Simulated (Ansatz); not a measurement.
Relaxation of a relaxed Ti cell, doubled along one cell vector, shaken by Gaussian noise of σ = 0.08 Å a coordinate; 2 atoms in the cell, which starts as P-1 (No. 2), aP2; a = b = 2.8171 Å, c = 4.6004 Å, α = β = 90.00°, γ = 109.47°. Level of theory: r2SCAN (plane waves to 500 eV, PAW, scalar-relativistic; Ansatz, a first-principles code). Γ-centred k-mesh 14×7×14 on the run's cell (coarser than for final values), Fermi–Dirac smearing 0.05 eV. This is the first round of the run. 

The optimiser's lines from the output (shortened; P is positive under compression):

```
relax step   1: F+E_penalty+E_count = -5008.51839096 eV  Δ(F+E_penalty+E_count) = +0.000e0 eV  max|allowed force component| = 4.382e-1 eV/Å  Δτ_max = 0.0000 Å  P = +0.437 GPa  Ω = 34.421 Å³  (7 SCF iters, dr2 threshold 1.00e-7 eV, accepted)
relax step   2: F+E_penalty+E_count = -5008.61887570 eV  Δ(F+E_penalty+E_count) = -1.005e-1 eV  max|allowed force component| = 2.645e-1 eV/Å  Δτ_max = 0.1947 Å  P = +2.034 GPa  Ω = 34.071 Å³  (8 SCF iters, dr2 threshold 2.00e-7 eV, accepted)
relax step   3: F+E_penalty+E_count = -5008.69774749 eV  Δ(F+E_penalty+E_count) = -7.887e-2 eV  max|allowed force component| = 1.492e-1 eV/Å  Δτ_max = 0.0505 Å  P = +1.570 GPa  Ω = 34.178 Å³  (7 SCF iters, dr2 threshold 2.00e-7 eV, accepted)
relax step   4: F+E_penalty+E_count = -5008.74484567 eV  Δ(F+E_penalty+E_count) = -4.710e-2 eV  max|allowed force component| = 1.750e-2 eV/Å  Δτ_max = 0.0465 Å  P = +0.274 GPa  Ω = 34.534 Å³  (7 SCF iters, dr2 threshold 2.00e-7 eV, accepted)
relax step   5: F+E_penalty+E_count = -5008.74629681 eV  Δ(F+E_penalty+E_count) = -1.451e-3 eV  max|allowed force component| = 1.092e-3 eV/Å  Δτ_max = 0.0081 Å  P = -0.017 GPa  Ω = 34.621 Å³  (5 SCF iters, dr2 threshold 2.00e-7 eV, accepted)
relax step   6: F+E_penalty+E_count = -5008.74640171 eV  Δ(F+E_penalty+E_count) = -1.049e-4 eV  max|allowed force component| = 2.275e-4 eV/Å  Δτ_max = 0.0006 Å  P = -0.043 GPa  Ω = 34.629 Å³  (5 SCF iters, dr2 threshold 1.81e-7 eV, accepted)
relax step   7: F+E_penalty+E_count = -5008.74640949 eV  Δ(F+E_penalty+E_count) = -7.783e-6 eV  max|allowed force component| = 3.871e-5 eV/Å  Δτ_max = 0.0001 Å  P = -0.009 GPa  Ω = 34.619 Å³  (4 SCF iters, dr2 threshold 7.94e-9 eV, accepted)
relax step   8: F+E_penalty+E_count = -5008.74688917 eV  Δ(F+E_penalty+E_count) = -4.797e-4 eV  max|allowed force component| = 3.566e-4 eV/Å  Δτ_max = 0.0000 Å  P = -0.013 GPa  Ω = 34.619 Å³  stress off target by 3.38e-2 GPa  SCF on the basis re-selected at this cell (its energy is not comparable with the rows above)  (8 SCF iters)
relax step   9: F+E_penalty+E_count = -5008.74689223 eV  Δ(F+E_penalty+E_count) = -3.067e-6 eV  max|allowed force component| = 6.164e-5 eV/Å  Δτ_max = 0.0001 Å  P = +0.002 GPa  Ω = 34.615 Å³  (5 SCF iters, dr2 threshold 2.86e-9 eV, accepted)
relax step  10: F+E_penalty+E_count = -5008.74688906 eV  Δ(F+E_penalty+E_count) = +3.172e-6 eV  max|allowed force component| = 6.093e-5 eV/Å  Δτ_max = 0.0000 Å  P = +0.002 GPa  Ω = 34.615 Å³  stress off target by 3.79e-3 GPa  SCF on the basis re-selected at this cell (its energy is not comparable with the rows above)  (4 SCF iters)
```

From the first to the last row the energy changes by -0.11 eV/atom and the volume by +0.6 %. The last row is marked as not comparable with the walk above it, whose basis was carried along; it does compare with step 1, since both stand on a basis selected at the nominal cutoff for their own cell.

Later rounds, restarted from the end of this one on a renewed k-mesh, logged 3 more steps and released under 0.01 eV/atom more. The final structure after all rounds: P6₃/mmc (No. 194), hP2, hcp (Mg type); a = 2.936 Å, b = 2.936 Å, c = 4.636 Å, α = 90.00°, β = 90.00°, γ = 120.00°. Between re-selections the logged energies stand on a plane-wave basis carried along with the cell. No spin polarisation in the result.

The run could not lose the symmetry of its start.
